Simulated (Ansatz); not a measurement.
**delafossite-structured MnAgO2**

The computed numbers are results of PBEsol, scalar-relativistic (collinear spin) in the plane-wave PAW code Ansatz at 420 eV, Γ-centred 12×12×12 mesh, 0.05 eV Gaussian smearing. The datasets are Ansatz's generated set soft_2.

```
Ag Mn O
1.0
     1.41147    0.81491    6.50847
    -1.41147    0.81491    6.50847
     0.00000   -1.62983    6.50847
Ag Mn O
1 1 2
Cartesian
  0.0000 0.0000 0.0000
  0.0000 0.0000 9.7627
  0.0000 0.0000 2.2350
  0.0000 0.0000 17.2904
```

The start was a prototype's sites filled with these elements, not a measured cell.

Magnetic state: ferromagnetic, site spin moments Mn 1.99 μB.

Which orbitals carry the states at the Fermi level, and how many states are there?

Within 0.1 eV of it: Mn 3d 71 %, O 2p 13 %, Ag 5s 9 % (shares among the projected shells). The density of states at the Fermi level is about 1.9 states/eV per cell, averaged over 0.3 eV.

Density of states (tetrahedra, averaged over 0.3 eV; states/eV per cell of 4 atoms; energy in eV from the Fermi level; projections on Löwdin-orthogonalised atomic orbitals, summed over sites):

```
    E  total  O 2p  Ag 4d up  Ag 4d down  Mn 3d down  Mn 3d up  Ag 5s
-6.70   2.46  1.55      0.19        0.05        0.10      0.43   0.06
-6.40   3.60  2.10      0.21        0.31        0.23      0.55   0.11
-6.10   4.97  2.31      0.62        0.83        0.29      0.64   0.19
-5.80   5.74  2.14      1.27        1.23        0.51      0.23   0.26
-5.50   3.63  1.54      0.68        0.85        0.28      0.12   0.09
-5.20   4.05  1.73      1.08        0.79        0.14      0.18   0.05
-4.90   4.86  1.91      1.19        1.29        0.13      0.19   0.06
-4.60   4.14  1.81      0.93        0.96        0.10      0.19   0.08
-4.30   5.74  1.80      1.79        1.69        0.11      0.17   0.11
-4.00   4.90  1.39      1.55        1.60        0.07      0.12   0.10
-3.70   6.05  1.37      2.32        2.01        0.08      0.15   0.07
-3.40   4.08  0.64      1.52        1.59        0.07      0.17   0.08
-3.10   2.12  0.40      0.69        0.76        0.04      0.18   0.04
-2.80   1.98  0.30      0.76        0.42        0.02      0.42   0.04
-2.50   1.47  0.24      0.27        0.42        0.05      0.40   0.04
-2.20   3.23  0.57      0.14        0.74        0.10      1.50   0.09
-1.90   2.29  0.39      0.24        0.06        0.00      1.50   0.05
-1.60   2.89  0.57      0.13        0.00        0.00      2.08   0.08
-1.30   2.42  0.61      0.15        0.01        0.01      1.54   0.06
-1.00   0.33  0.07      0.03        0.02        0.04      0.11   0.04
-0.70   0.40  0.04      0.00        0.04        0.18      0.00   0.11
-0.40   1.25  0.16      0.01        0.07        0.68      0.04   0.22
-0.10   1.78  0.21      0.03        0.04        1.11      0.14   0.16
 0.20   2.54  0.33      0.06        0.04        1.54      0.21   0.23
 0.50   2.17  0.38      0.08        0.04        0.93      0.23   0.32
 0.80   3.88  0.40      0.02        0.03        2.93      0.21   0.16
 1.10   3.34  0.84      0.03        0.03        0.99      1.06   0.15
 1.40   3.23  1.08      0.03        0.05        0.54      1.12   0.19
 1.70   1.83  0.66      0.04        0.01        0.09      0.62   0.19
 2.00   1.05  0.25      0.03        0.01        0.12      0.17   0.19
 2.30   1.99  0.49      0.02        0.01        0.93      0.08   0.14
 2.60   3.69  1.13      0.01        0.02        2.14      0.02   0.11
 2.90   1.64  0.46      0.00        0.03        0.76      0.01   0.14
 3.20   0.37  0.06      0.00        0.01        0.07      0.00   0.07
 3.50   0.21  0.02      0.00        0.00        0.02      0.00   0.04
 3.80   0.15  0.01      0.00        0.00        0.01      0.00   0.02
 4.10   0.16  0.01      0.00        0.00        0.00      0.00   0.02
```

The run wasn't fully tested for a lower electronic state. Site moments are of spin, integrated over atomic spheres. Compounds of this kind are often insulators, Mott or charge-transfer ones with an open 3d shell, so the metal found may come from the functional, which lacks a U or exact exchange, or from the structure. Only parallel moments were tried, so the real magnetic order may be another.
